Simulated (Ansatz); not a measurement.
Suppose TiGe₂W₄ takes space group P-4m2 (No. 115), with Ti on 1b; Ge on 2g; W on 2g, 1c and 1d. The cell of TiGe₂W₄ is invented: species swapped into a database cell of Pr2ZnAs4, with Ge on the Pr sites, Ti on the Zn sites and W on the As sites.

Method: DFT PBE, scalar-relativistic, plane waves, PAW in Ansatz. Cutoff 420 eV, Γ-centred mesh, Gaussian smearing, no spin polarisation.

The zero of energy is the elements' standard structures at the same level; no fitted shifts are applied.

Problem. Give the relaxed lattice parameters and positions.

Solution.

Space group P-4m2 (No. 115). a = 3.735 Å, b = 3.735 Å, c = 8.623 Å, α = 90.00°, β = 90.00°, γ = 90.00°
```csv
atom,site,symmetry,x,y,z
Ti,1b,-4m2,0.5000,0.5000,0.0000
Ge,2g,2mm.,0.5000,0.0000,0.7605
W,2g,2mm.,0.5000,0.0000,0.2461
W,1c,-4m2,0.5000,0.5000,0.5000
W,1d,-4m2,0.0000,0.0000,0.5000
```

Around Ti lie 4 Ge at 2.78 Å and 4 W at 2.83 Å; Ge has 4 W at 2.64 Å, 2 Ti at 2.78 Å and 4 W at 2.92 Å; W on a site of symmetry 2mm has 4 Ge at 2.64 Å, 2 Ti at 2.83 Å and 4 W at 2.88 Å; W on a site of symmetry -4m2 is surrounded by 4 W at 2.64 Å, 4 W at 2.88 Å and 4 Ge at 2.92 Å; 1 more site not described. Another local minimum with the same sites may exist.

Problem. And its energy and gap?

Solution. The formation energy is +0.38 eV/atom. The gap on the 8×8×4 mesh of the 7-atom cell is 0 eV (a metal). A positive value: parting into the elements would lower its energy.

The last run used Gaussian smearing of 0.10 eV. Spin–orbit coupling, which can matter for W, is left out. Symmetry constrained the relaxation, so the result can be a saddle point. Another cell of the same search, in Pnnm, lies 173 meV/atom lower, so this cell isn't the stable form at this level.
